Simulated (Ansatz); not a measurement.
An Ansatz (a program for electronic structure) run. Input:

Ansatz 0.2 input:
```yaml
crystal:
  lattice:
    - [3.1391111881, 0.0, 0.0]
    - [-1.569555594, 2.7185500342, 0.0]
    - [0.0, 0.0, 13.6416211825]
  atoms:
    - { symbol: Ti, position: [0.3333333333, 0.6666666667, 0.0808741748] }
    - { symbol: Ti, position: [0.6666666667, 0.3333333333, 0.9191258252] }
    - { symbol: Ti, position: [0.6666666667, 0.3333333333, 0.5808741748] }
    - { symbol: Ti, position: [0.3333333333, 0.6666666667, 0.4191258252] }
    - { symbol: Sn, position: [0.3333333333, 0.6666666667, 0.75] }
    - { symbol: Sn, position: [0.6666666667, 0.3333333333, 0.25] }
    - { symbol: C, position: [0.0, 0.0, 0.0] }
    - { symbol: C, position: [0.0, 0.0, 0.5] }
kpoints:
  mp_grid: { grid: [15, 15, 3] }
hamiltonian:
  xc: pbesol
  pseudopotentials: { kind: paw }
scf:
  occupations: { method: fermi_dirac, width: 0.1 }
phonons:
  method: dfpt
  response_accuracy: low
  eigenvectors: true
  rigid_motions: translations
```

Output (shortened):

```
Pseudopotential: Ti, paw, valence charge 12
Pseudopotential: Sn, paw, valence charge 14
Pseudopotential: C, paw, valence charge 4
Functional definition: PBEsol
Crystal: 8 atoms, lattice volume = 116.415 Å³
Basis set: ecut = 420 eV, 2253 PW (Γ), exchange–correlation on 48×48×192 points (8 copies of the dense FFT grid, shifted against one another)
Bands: 51, of which v1, the nominal top of the filled ones, is band 42 counted from 1 (41 counted from 0)
Symmetry: 24 space group operations
k-points: 184 of 675 (irreducible under 2 space group operations, time reversal used)
SCF iter   1: F=—  HF=-22295.130882 eV  |F-HF|=—  |Δ(HF+E_count)|=         —  Δρ=5.53e-3  dr2=3.05e-2  ethr=1.77e-3  ⟨swp⟩=6.3  Hψ=38376  notcnv=0
preconditioner: auto → Kerker (q_TF=auto, 2.584 Å⁻¹)
SCF iter   2: F=—  HF=-22295.123747 eV  |F-HF|=—  |Δ(HF+E_count)|=   7.14e-3  Δρ=2.72e-3  dr2=9.71e-3  ethr=3.64e-5  ⟨swp⟩=2.0  Hψ=12741  notcnv=0
SCF iter   3: F=—  HF=-22295.121525 eV  |F-HF|=—  |Δ(HF+E_count)|=   2.22e-3  Δρ=5.74e-4  dr2=1.83e-3  ethr=1.16e-5  ⟨swp⟩=2.0  Hψ=12267  notcnv=0
SCF iter   4: F=—  HF=-22295.121237 eV  |F-HF|=—  |Δ(HF+E_count)|=   2.88e-4  Δρ=2.07e-4  dr2=1.41e-4  ethr=2.17e-6  ⟨swp⟩=2.0  Hψ=10378  notcnv=0
SCF iter   5: F=—  HF=-22295.121203 eV  |F-HF|=—  |Δ(HF+E_count)|=   3.41e-5  Δρ=7.83e-5  dr2=7.84e-6  ethr=1.68e-7  ⟨swp⟩=2.5  Hψ=15869  notcnv=0
SCF iter   6: F=—  HF=-22295.121203 eV  |F-HF|=—  |Δ(HF+E_count)|=   2.41e-8  Δρ=1.85e-5  dr2=4.78e-7  ethr=9.33e-9  ⟨swp⟩=2.0  Hψ=12518  notcnv=0
SCF iter   7: F=—  HF=-22295.121203 eV  |F-HF|=—  |Δ(HF+E_count)|=   4.06e-7  Δρ=4.50e-6  dr2=2.75e-8  ethr=5.69e-10  ⟨swp⟩=2.3  Hψ=14689  notcnv=0
SCF iter   8: F=—  HF=-22295.121203 eV  |F-HF|=—  |Δ(HF+E_count)|=   3.90e-9  Δρ=9.90e-7  dr2=1.59e-9  ethr=3.27e-11  ⟨swp⟩=2.1  Hψ=13518  notcnv=0
SCF iter  11: F=-22295.121203 eV  HF=-22295.121203 eV  |F-HF|=7.28e-12  |Δ(HF+E_count)|=  3.64e-12  Δρ=2.63e-8  dr2=8.73e-13  ethr=1.00e-12  ⟨swp⟩=5.6  Hψ=36771  notcnv=0
SCF 1 converged in 11 iterations: F = -22295.121203 eV  dr2 = 8.73e-13
DFPT response loops at Γ: preconditioner auto → Kerker (q_TF=auto, 2.584 Å⁻¹) (partly filled bands, converged f_vac=0.000) …
SCF converged after 11 iterations
Free energy (F): -22295.121203 eV
Harris-Foulkes:  -22295.121203 eV  (|F-HF|=7.28e-12)
Internal energy: -22295.002226 eV  (E = F + TS)
E sigma→0 (E₀):  -22295.061714 eV
Entropy (-TS):   -0.118978 eV (-14.872 meV/atom)
Fermi energy:    14.689500 eV
--- Per-component energies (eV) ---
  E_band       = -583.876361
  E_kinetic    = 1652.842977
  E_local      = -4597.385075  (includes V_loc(G=0)·N_el)
  E_nonlocal   = 26.367517
  E_hartree    = 2275.255477
  E_xc         = -1248.731396
  E_vxc        = -809.548989  (∫ρ·V_xc dr)
  E_paw        = -12411.727884  (= ΣΔE_a)
  E_vpaw       = -1406.664285  (= ΣTr[D̂ρ^β])
  E_aug_tail   = 0.000519  (compensation charges beyond the density's cutoff)
  E_ewald      = -7992.793779
  E_core_change = 1.169418  (= ΣΔE_core)
  E_smearing   = -0.118978  (= −TS)
  E_closure    = 0.000000  (closes the sum)
  Σ components = -22295.121203   (vs F -22295.121203, Δ=0.00e0)
  [band-id]    e_kinetic+e_local+e_nonlocal+2·e_hartree+e_vxc+e_vpaw+e_augmentation_tail = -583.876382   (vs E_band -583.876361, Δ=-2.09e-5)
--- Band table (eV; the first three rows and the last of 184) ---
  k-point 0: bands = ["-42.0170", "-42.0169", "-41.9335", "-41.9334", "-18.6775", "-18.6739", "-18.2745", "-18.2705", "-18.2264", "-18.2264", "-18.2264", "-18.2264", "-18.1601", "-18.1601", "-18.1600", "-18.1600", "-6.9080", "-6.9080", "-6.9080", "-6.9080", …
  k-point 1: bands = ["-42.0170", "-42.0169", "-41.9335", "-41.9334", "-18.6766", "-18.6748", "-18.2735", "-18.2715", "-18.2264", "-18.2264", "-18.2264", "-18.2264", "-18.1601", "-18.1601", "-18.1600", "-18.1600", "-6.9080", "-6.9080", "-6.9080", "-6.9080", …
  k-point 2: bands = ["-42.0146", "-42.0145", "-41.9328", "-41.9327", "-18.6735", "-18.6700", "-18.2884", "-18.2850", "-18.2318", "-18.2317", "-18.2278", "-18.2273", "-18.1705", "-18.1705", "-18.1607", "-18.1606", "-6.9106", "-6.9106", "-6.8964", "-6.8964", …
  k-point 183: bands = ["-41.9578", "-41.9578", "-41.9242", "-41.9242", "-18.6014", "-18.6013", "-18.5157", "-18.5150", "-18.4235", "-18.4235", "-18.2860", "-18.2857", "-18.2625", "-18.2621", "-18.2289", "-18.2288", "-6.9054", "-6.9054", "-6.7748", "-6.7746", …
--- Phonons (Γ-DFPT): 6 representative perturbations + reference, on 184 of 675 k-points (Σ response iterations 20) ---
  ASR residual: 1.749e-3 → 0.000e0 eV/Å²; symmetrization residual: 6.178e-5 eV/Å²
  ASR residual per site (eV/Å²): 1.75e-3 1.75e-3 1.75e-3 1.75e-3 5.67e-5 5.67e-5 1.11e-4 1.11e-4
  Γ frequencies (cm⁻¹): 0.00 0.00 0.00 70.20 70.20 95.46 95.46 106.16 106.16 134.75 158.69 216.34 248.15 248.15 254.38 254.38 344.13 345.87 587.39 594.80 630.14 630.14 630.34 630.34
  non-analytic LO–TO correction: not included (Born effective charges unavailable; polar crystals: no LO–TO splitting at Γ)
```

Cost: about 16 core-minutes (a rough figure) on shared cores.

Space group P6_3/mmc. The first step of the workflow began from a Materials Project structure, measured or hypothetical; the Crystallography Open Database copy checked does not list it. Whether it is the stable phase at ambient conditions was not checked. The cell was relaxed with PBEsol under the symmetry of its start; its stability against distortions is not shown here. No spin polarisation was allowed. As this level gives no gap, phonon frequencies hold no LO–TO term and depend on the k-mesh and smearing (Fermi–Dirac, 0.1 eV here). Spin–orbit coupling is left out wherever it is not named.

Potentials: the later of the program's two PAW sets.

Ansatz is a plane-wave DFT program.
